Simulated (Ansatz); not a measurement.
Molecular dynamics on a 1×1×1 supercell (6 atoms) of Hg (Fmmm), relaxed with r2SCAN+rVV10. Forces come from r2SCAN in Ansatz 0.2.0: a Langevin thermostat at fixed volume, 1300 K, steps of 3 fs. Classical nuclei, no spin polarisation; a few dozen steps show the first response, not equilibrium.

```yaml
crystal:
  lattice:
    - [5.6351521648, 0.0, 0.0992471502]
    - [0.0, 5.5776418466, 0.0]
    - [-2.628845213, 0.0, 4.6701544736]
  atoms:
    - { symbol: Hg, position: [0.0, 0.5, 0.5] }
    - { symbol: Hg, position: [0.0, 0.0, 0.0] }
    - { symbol: Hg, position: [0.3333333389, -6.7175e-06, 0.6666667019] }
    - { symbol: Hg, position: [0.6666666611, 0.4999932825, 0.8333332981] }
    - { symbol: Hg, position: [0.6666666611, 1.0000067175, 0.3333332981] }
    - { symbol: Hg, position: [0.3333333389, 0.5000067175, 0.1666667019] }
kpoints:
  mp_grid: { grid: [4, 2, 4] }
hamiltonian:
  xc: r2scan
scf:
  occupations: { method: fermi_dirac, width: 0.112 }
md:
  ensemble: nvt_langevin
  temperature: 1300
  timestep: 3.0
  n_steps: 30
  initial_velocities: maxwell_boltzmann
  seed: 7524
```

Command: `ansatz run input.yaml --threads 4 --pin off --max-ram 4608MiB --backend cpu --events-out ev --progress --plain --runs-dir out`. It ended after 7.6 min on 4 threads of Arm Neoverse N1, on a shared host, load about 0.9 per core; peak host memory 1.1 GiB.

```
step  t (fs)  T (K)  free energy F from step 0 (meV/atom)  kinetic energy (meV/atom)  largest force (eV/Å)
   0       0   1083                                   0.0                      140.0                  0.00
   1       3    959                                   0.1                      124.0                  0.03
   2       6    860                                   0.2                      111.2                  0.05
   3       9    894                                   0.4                      115.6                  0.07
   4      12    922                                   0.6                      119.2                  0.09
   5      15    983                                   0.9                      127.0                  0.12
   6      18    954                                   1.4                      123.3                  0.14
   7      21    987                                   1.9                      127.6                  0.17
   8      24    915                                   2.6                      118.2                  0.20
   9      27    958                                   3.3                      123.8                  0.23
  10      30    909                                   4.2                      117.5                  0.27
  11      33    820                                   5.1                      105.9                  0.30
  12      36    786                                   6.0                      101.6                  0.32
  13      39    791                                   7.0                      102.2                  0.35
  14      42    871                                   8.0                      112.5                  0.36
  15      45    892                                   9.0                      115.3                  0.37
  16      48    929                                  10.1                      120.1                  0.38
  17      51    996                                  11.2                      128.7                  0.40
  18      54    965                                  12.4                      124.8                  0.41
  19      57    921                                  13.6                      119.0                  0.42
  20      60    852                                  14.8                      110.2                  0.43
  21      63    885                                  16.3                      114.4                  0.44
  22      66    915                                  17.9                      118.3                  0.45
  23      69   1185                                  19.7                      153.2                  0.47
  24      72   1364                                  21.7                      176.3                  0.49
  25      75   1210                                  24.1                      156.4                  0.51
  26      78   1213                                  26.8                      156.8                  0.55
  27      81   1363                                  29.8                      176.2                  0.59
```

The temperature starts at 1083 K, is lowest at step 12 (786 K, 36 fs) and ends at 1363 K. The first value is 5/6 of the setting, since velocities are drawn without the motion of the centre of mass and T is counted over all atoms. By the last step the atoms have moved 0.23 Å in the root mean square, the drift of the whole cell taken out, 0.32 Å at most. The job's limit cut the run after 27 of 30 steps.

Positions (Å) and forces (eV/Å) at step 27:
```
Hg  -1.272   2.845   2.430    -0.477   0.021   0.314
Hg   0.059   0.021  -0.113     0.462  -0.046   0.367
Hg   0.477   0.010   3.156    -0.554  -0.001  -0.087
Hg   1.422   2.799   4.210    -0.120   0.013  -0.190
Hg   3.034   5.650   1.678     0.146  -0.027  -0.234
Hg   1.176   2.777   0.943     0.544   0.040  -0.170
```
